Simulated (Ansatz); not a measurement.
A trial structure of RbGeN was built thus: random cell by space group and Wyckoff sites (C2/m, No. 12). Its size is a rough estimate.

```cif
data_structure
_symmetry_space_group_name_H-M 'P 1'
_symmetry_Int_Tables_number 1
_cell_length_a 4.3501
_cell_length_b 4.3501
_cell_length_c 4.3355
_cell_angle_alpha 101.529
_cell_angle_beta 101.529
_cell_angle_gamma 80.866
_cell_volume 78.16
loop_
_atom_site_label
_atom_site_type_symbol
_atom_site_fract_x
_atom_site_fract_y
_atom_site_fract_z
_atom_site_occupancy
Rb1 Rb 0.00000 0.00000 0.00000 1
Ge1 Ge 0.50000 0.50000 0.00000 1
N1 N 0.50000 0.50000 0.50000 1
```

Computed with DFT PBE, scalar-relativistic, plane waves, PAW (Ansatz 0.2.0). Cutoff 420 eV, Gaussian smearing, Γ-centred meshes. Cell and atoms relax first on a coarse mesh and then on a finer one. In between, the cell is made exact in the group found at 0.06 Å. In metals the finer mesh still leaves noise of several meV/atom or more. The steps can't lower the symmetry of their start. No spin polarisation.

A guess keeps its type if space group and coordination stay and the shape of the cell changes little (axis ratios within about 15 %, angles within 6°); the volume may change.

Problem. Does this structure survive the relaxation?

Solution. It doesn't keep its type. The symmetry goes from C2/m (No. 12) to Immm (No. 71). The volume per atom grows by 10.4 %, from 26.1 to 28.8 Å³. The shortest distance goes from 2.17 Å (Ge–N) to 1.91 Å (Ge–N). Counting neighbours within 15 % of an atom's shortest distance, the start has Ge 2, N 2, Rb 2 and the end Ge 2, N 2, Rb 4. In detail, at the end Rb is surrounded by 2 N at 3.16 Å, 6 Ge at 3.57–3.69 Å, 2 Rb at 3.82 Å and 4 N at 4.05 Å; Ge has 2 N at 1.91 Å and 6 Rb at 3.57–3.69 Å; N has 2 Ge at 1.91 Å, 2 Rb at 3.16 Å, 2 N at 3.82 Å and 4 Rb at 4.05 Å.

Space group Immm (No. 71). a = 3.824 Å, b = 6.316 Å, c = 7.147 Å, α = 90.00°, β = 90.00°, γ = 90.00°
```json
{"atom": "Rb", "site": "2a", "symmetry": "mmm", "x": "0.0000", "y": "0.0000", "z": "0.0000"}
{"atom": "Ge", "site": "2c", "symmetry": "mmm", "x": "0.0000", "y": "0.0000", "z": "0.5000"}
{"atom": "N", "site": "2d", "symmetry": "mmm", "x": "0.5000", "y": "0.0000", "z": "0.5000"}
```

The last run used a 14×14×14 mesh for its 3-atom cell and Gaussian smearing of 0.10 eV. A structure relaxed within its symmetry needn't be a true minimum.
